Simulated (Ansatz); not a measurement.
Cu3Pt:
```yaml
crystal:
  lattice:
    - [3.66742, 0.00000, 0.00000]
    - [0.00000, 3.66742, 0.00000]
    - [0.00000, 0.00000, 3.66742]
  atoms:
    - { symbol: Cu, position: [0.00000, 0.50000, 0.50000] }
    - { symbol: Cu, position: [0.50000, 0.00000, 0.50000] }
    - { symbol: Cu, position: [0.50000, 0.50000, 0.00000] }
    - { symbol: Pt, position: [0.00000, 0.00000, 0.00000] }
```

Relaxed with PBEsol. Special points in fractions of this cell's reciprocal vectors: Γ (0.000, 0.000, 0.000); X (0.000, 0.500, 0.000); M (0.500, 0.500, 0.000); R (0.500, 0.500, 0.500).

Problem. List the band energies nearest the Fermi level at these points for PBEsol with spin–orbit coupling (plane waves, PAW; program Ansatz).

Solution. In eV from the Fermi level; about four levels below and three above (degenerate sets whole), none deeper than 8.9 eV; points with the same levels are listed once.

```
k                    below                          above
-  -----------------------  -----------------------------
Γ  -0.11 -0.11 -0.11 -0.11            0.24 0.24 1.30 1.30
X  -1.06 -1.06 -0.10 -0.10            6.26 6.26 7.04 7.04
M  -1.35 -1.35 -0.12 -0.12            0.02 0.02 0.88 0.88
R  -0.31 -0.31 -0.31 -0.31  3.91 3.91 5.53 5.53 5.53 5.53
```

Space group Pm-3m (Cu3Au type). The first step of the workflow began from a Materials Project structure, measured or hypothetical; the Crystallography Open Database files this formula in space group No. 221, but the cells were not matched. Whether it is the stable phase at ambient conditions was not checked. The cell was relaxed with PBEsol under the symmetry of its start; of distortions, only those at the zone centre were tested. No spin polarisation was allowed.

Potentials: the later of the program's two PAW sets.
